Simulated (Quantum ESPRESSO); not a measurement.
# Kohn-Sham bands of TaS2 (R-3m)

```xyz
3
Lattice="-1.6917 2.9301 0.0000 -3.3834 0.0000 0.0000 -1.6917 0.9767 6.3514" Properties=species:S:1:pos:R:3 pbc="T T T"
Ta     0.0000     0.0000     0.0000
S     -1.6917     0.9767     1.5141
S      1.6917    -0.9767    -1.5141
```

Structure: Materials Project mp-555037, symmetrised, not relaxed again. COD (Crystallography Open Database) has the formula in 4 space groups, this one among them (matched by group alone). Level: PBEsol, no spin polarisation, no spin-orbit coupling; pw.x of Quantum ESPRESSO at 47 Ry with PseudoDojo potentials, 10×10×10 k-points, Wannier90. Density: 10×10×10 mesh, cold smearing 0.01 Ry. The cell is built of weakly bound layers, chains or molecules, whose nearest atoms lie 3.85 Å apart. Database cells relaxed without dispersion often hold them too far apart, which can enlarge gaps and weakens couplings between them; spacing and stacking were not compared with the measured crystal. Spin-orbit coupling is left out although heavy elements are present.

Energies are relative to the Fermi level; weights are on the orthonormalised atomic waves of the pseudopotential files, averaged over the group. 25 electrons a cell are treated as valence.

```csv
bands,from (eV),to (eV),filling,weight on atomic waves
1,-68.83,-68.81,filled,[?]
2–4,-35.49,-35.19,filled,[?]
5–6,-14.69,-12.46,filled,[?]
```

Q: Which atomic shells make up each group?

A: 
- 1, weight on atomic waves: Ta 5s 98 %
- 2–4, weight on atomic waves: Ta 5p 98 %
- 5–6, weight on atomic waves: S 3s 78 %, Ta 5d 11 %, Ta 6s 8 %

No gap over 0.05 eV opens at the Fermi level at this level of theory.
